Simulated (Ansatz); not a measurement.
## RbLuO2: computed DOS

```yaml
crystal:
  lattice:
    - [1.70000, 0.98150, 6.38333]
    - [-1.70000, 0.98150, 6.38333]
    - [0.00000, -1.96299, 6.38333]
  atoms:
    - { symbol: Rb, position: [0.00000, 0.00000, 0.00000] }
    - { symbol: Lu, position: [0.50000, 0.50000, 0.50000] }
    - { symbol: O, position: [0.22300, 0.22300, 0.22300] }
    - { symbol: O, position: [0.77700, 0.77700, 0.77700] }
```

The cell is COD entry 1528053, as deposited and not checked against the literature; nothing was relaxed.

No spin–orbit coupling, which matters for the heavy atoms here.

Computed with DFT, PBEsol, all-electron LAPW, scalar-relativistic (Ansatz 0.2.0).

The runs use a Γ-centred 10×10×10 k mesh, Fermi–Dirac smearing of 0.03 eV, basis error target 1 meV/atom, no spin polarisation.

States per eV and cell, averaged over 0.6 eV, from -9.4 to 6.0 eV, with energies (bin centres) from the valence-band top; empty bins are left out. The partial columns, the largest 5 alone, are projections on Löwdin-orthogonalised atomic shells (those that the program's projection atoms carry: the occupied ones and, for some elements, an empty d or f shell; other empty shells have no column), summed over atoms of an element. Weights on diffuse s and p shells depend on that basis and aren't pure angular character.

| E (eV) | total | Lu 4f | O 2p | Rb 4p | Lu 5d | Rb 5s |
| --- | --- | --- | --- | --- | --- | --- |
| -9.2 | 0.58 | 0.00 | 0.00 | 0.58 | 0.00 | 0.00 |
| -3.8 | 0.11 | 0.00 | 0.07 | 0.00 | 0.03 | 0.00 |
| -3.2 | 2.79 | 0.19 | 1.85 | 0.03 | 0.41 | 0.02 |
| -2.6 | 3.56 | 0.45 | 2.37 | 0.02 | 0.54 | 0.07 |
| -2.0 | 21.17 | 15.51 | 4.74 | 0.07 | 0.64 | 0.02 |
| -1.4 | 8.10 | 5.28 | 2.32 | 0.03 | 0.31 | 0.01 |
| -0.8 | 4.20 | 1.15 | 2.70 | 0.02 | 0.16 | 0.03 |
| -0.2 | 3.41 | 0.72 | 2.52 | 0.02 | 0.04 | 0.02 |
| 3.4 | 0.27 | 0.00 | 0.01 | 0.00 | 0.10 | 0.05 |
| 4.0 | 1.00 | 0.00 | 0.07 | 0.01 | 0.30 | 0.21 |
| 4.6 | 1.68 | 0.00 | 0.12 | 0.02 | 0.55 | 0.31 |
| 5.2 | 1.41 | 0.00 | 0.11 | 0.01 | 0.58 | 0.11 |
| 5.8 | 1.90 | 0.00 | 0.23 | 0.01 | 0.87 | 0.19 |

Problem. Which of the resolved shells contributes most in the top eV of the valence band?

Solution. O 2p, with 70 % of all states there; Lu 4f follows with 24 %.

Problem. Where is the centre of the filled Lu 4f states between -12 eV and the top of the filled states?

Solution. -1.76 eV from the valence-band top.
